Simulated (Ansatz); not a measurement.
## Equation of state of Sn$_{2}$Ru

A database entry relaxed whole under r2SCAN (I4/mcm):

```
Sn Ru
1.0
    -3.19388    3.19388    2.88187
     3.19388   -3.19388    2.88187
     3.19388    3.19388   -2.88187
Sn Ru
4 2
Direct
  0.66320 0.16320 0.82640
  0.16320 0.33680 0.50000
  0.33680 0.83680 0.17360
  0.83680 0.66320 0.50000
  0.25000 0.25000 0.00000
  0.75000 0.75000 0.00000
```

The cell was scaled uniformly, its shape held, and the atoms relaxed at each volume with plane-wave PAW DFT (Ansatz 0.2.0; r2SCAN, 500 eV, 8×8×8 Γ-centred mesh, fermi-dirac occupations of width 0.100 eV; no spin, no spin-orbit coupling). One row is withheld.

| volume (Å³/atom) | energy over the lowest (meV/atom) | pressure (GPa) |
| --- | --- | --- |
| 18.423 | 32.1 | 9.54 |
| 18.814 | 13.4 | 5.97 |
| 19.206 | ? | ? |
| 19.598 | 0.0 | 0.00 |
| 19.990 | 3.4 | -2.49 |
| 20.382 | 12.5 | -4.68 |
| 20.774 | 26.7 | -6.62 |

Question: Fit the pressures of the other rows to the third-order Birch-Murnaghan form.

Answer: With f = [(V₀/V)^(2/3) − 1]/2 and P = 3B₀f(1 + 2f)^(5/2)[1 + 3(B₀′ − 4)f/2], least squares gives V₀ = 19.60 Å³ an atom, B₀ = 132 GPa and B₀′ = 5.1; the rows miss the fit by less than 0.01 GPa. The slope of the energies differs from these pressures by 0.14 GPa, since they are taken to zero smearing while pressures follow the free energy.

Question: What does the withheld row hold?

Answer: The fit gives 2.80 GPa at 19.206 Å³; the run gave 2.80 GPa and 3.1 meV an atom.

Caveats: the shape of the cell was held, so B₀ is an upper bound where the axes differ in stiffness; 0 K, fixed nuclei; the symmetry was kept, and this need not be the phase that is stable at 0 K; one mesh for all volumes; pressure is positive in compression.
